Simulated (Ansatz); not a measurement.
All numbers below come from DFT PBE, scalar-relativistic, plane waves, PAW, and for the lanthanide a 4f-in-core norm-conserving potential (Ansatz). All cells share a 660 eV cutoff and Γ-centred k meshes spaced at most about 0.3 Å⁻¹ (about 0.25 or finer for metals, 2π included). No spin polarisation in the final relaxations.

Temperature and zero-point effects are left out.

Two forms of PrBi3H were relaxed alike.

1.

```yaml
crystal:
  lattice:
    - [5.04152, 0.00000, 0.00000]
    - [0.00000, 5.04152, 0.00000]
    - [0.00000, 0.00000, 5.04152]
  atoms:
    - { symbol: Pr, position: [0.00000, 0.00000, 0.00000] }
    - { symbol: Bi, position: [0.50000, 0.50000, 0.00000] }
    - { symbol: Bi, position: [0.50000, 0.00000, 0.50000] }
    - { symbol: Bi, position: [0.00000, 0.50000, 0.50000] }
    - { symbol: H, position: [0.50000, 0.50000, 0.50000] }
```

2.

```yaml
crystal:
  lattice:
    - [6.10805, 0.00000, 0.00000]
    - [0.00000, 6.10805, 0.00000]
    - [0.00000, 0.00000, 6.10805]
  atoms:
    - { symbol: Pr, position: [0.50000, 0.50000, 0.50000] }
    - { symbol: Bi, position: [0.00000, 0.50000, 0.50000] }
    - { symbol: Bi, position: [0.50000, 0.00000, 0.50000] }
    - { symbol: Bi, position: [0.50000, 0.50000, 0.00000] }
    - { symbol: H, position: [0.00000, 0.00000, 0.00000] }
```

Question: Which arrangement of the elements on these sites is preferred, and by what margin?

Answer: Cell 1 is lower, by 1.02 eV/atom. The two share one framework of sites and differ in which element sits where. Cell 1 has the antiperovskite type, space group Pm-3m (No. 221), 25.6 Å³/atom and no gap on its mesh; cell 2 has the antiperovskite type, space group Pm-3m (No. 221), 45.6 Å³/atom and no gap. The shortest distance is 2.52 Å (Bi–H) in cell 1 and 3.05 Å (Pr–Bi) in cell 2. The denser one is the lower, and pressure would at first widen the difference. In cell 1, around Pr lie 12 Bi at 3.56 Å; around Bi lie 2 H at 2.52 Å, 4 Pr at 3.56 Å and 8 Bi at 3.56 Å; H has 6 Bi at 2.52 Å. In cell 2, around Pr lie 6 Bi at 3.05 Å; Bi has 2 Pr at 3.05 Å, 4 H at 4.32 Å and 8 Bi at 4.32 Å; H has 12 Bi at 4.32 Å (long against covalent radii, as for large ions). Both come from invented guesses.

These runs have no spin–orbit coupling, which can matter for Bi. H stands nearly free of neighbours here, and without spin polarisation the energy of such atoms comes out too high. With hydrogen, zero-point motion can shift such differences by 10 meV/atom or more. Cells relaxed within their symmetry can be saddle points.

The lanthanide is trivalent by construction, without f bands, f moments or other valences.
